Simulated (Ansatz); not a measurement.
Ni$_{7}$Ge$_{4}$:
```yaml
crystal:
  lattice:
    - [-1.93305, 4.90524, 3.35651]
    - [1.93305, -4.90524, 3.35651]
    - [1.93305, 4.90524, -3.35651]
  atoms:
    - { symbol: Ni, position: [0.61606, 0.99366, 0.62240] }
    - { symbol: Ni, position: [0.37126, 0.99366, 0.37760] }
    - { symbol: Ni, position: [0.12752, 0.00290, 0.12462] }
    - { symbol: Ni, position: [0.87828, 0.00290, 0.87538] }
    - { symbol: Ni, position: [0.66566, 0.66566, 0.00000] }
    - { symbol: Ni, position: [0.08735, 0.33286, 0.75449] }
    - { symbol: Ni, position: [0.57837, 0.33286, 0.24551] }
    - { symbol: Ge, position: [0.91594, 0.66599, 0.24995] }
    - { symbol: Ge, position: [0.41604, 0.66599, 0.75005] }
    - { symbol: Ge, position: [0.31664, 0.31664, 0.00000] }
    - { symbol: Ge, position: [0.86110, 0.36110, 0.50000] }
```

Relaxed with LDA. Special points in fractions of this cell's reciprocal vectors: Γ (0.000, 0.000, 0.000); X (0.500, -0.500, 0.500); F0 (0.289, -0.289, 0.711); Σ0 (-0.289, 0.289, 0.289); Λ0 (0.367, 0.367, -0.367); G0 (0.633, -0.367, 0.367); R (0.000, 0.500, 0.000); W (0.250, 0.250, 0.250); S (0.500, 0.000, 0.000); T (0.000, 0.000, 0.500).

**Question.** List the band energies nearest the Fermi level at these points for LDA (plane waves, PAW; program Ansatz).

**Answer.** In eV from the Fermi level; about four levels below and three above (degenerate sets whole), none deeper than 8.9 eV; points with the same levels are listed once.

```json
[
 {"k": "Γ", "below": "-1.01 -0.91 -0.82 -0.71", "above": "0.23 0.80 1.28"},
 {"k": "X", "below": "-1.14 -0.99 -0.74 -0.61", "above": "0.60 1.41 1.70"},
 {"k": "F0", "below": "-1.16 -0.75 -0.57 -0.33", "above": "0.00 0.10 0.26"},
 {"k": "Λ0", "below": "-1.00 -0.87 -0.75 -0.34", "above": "0.82 1.22 1.29"},
 {"k": "R", "below": "-1.14 -0.87 -0.68 -0.60", "above": "0.64 0.79 1.32"},
 {"k": "W", "below": "-0.78 -0.76 -0.25 -0.19", "above": "1.48 1.77 2.76"},
 {"k": "S", "below": "-1.07 -0.89 -0.44 -0.04", "above": "0.28 0.34 0.51"},
 {"k": "T", "below": "-0.98 -0.73 -0.60 -0.30", "above": "0.01 0.53 0.59"}
]
```

Space group Imm2. The workflow started from a Materials Project entry (that database holds measured and hypothetical structures alike); the Crystallography Open Database copy checked does not list it. Whether it is the stable phase at ambient conditions was not checked. Symmetry was held in the LDA relaxation; its stability against distortions is not shown here. No spin polarisation was allowed. Spin–orbit coupling is left out wherever it is not named.

Potentials: the later of the program's two PAW sets.
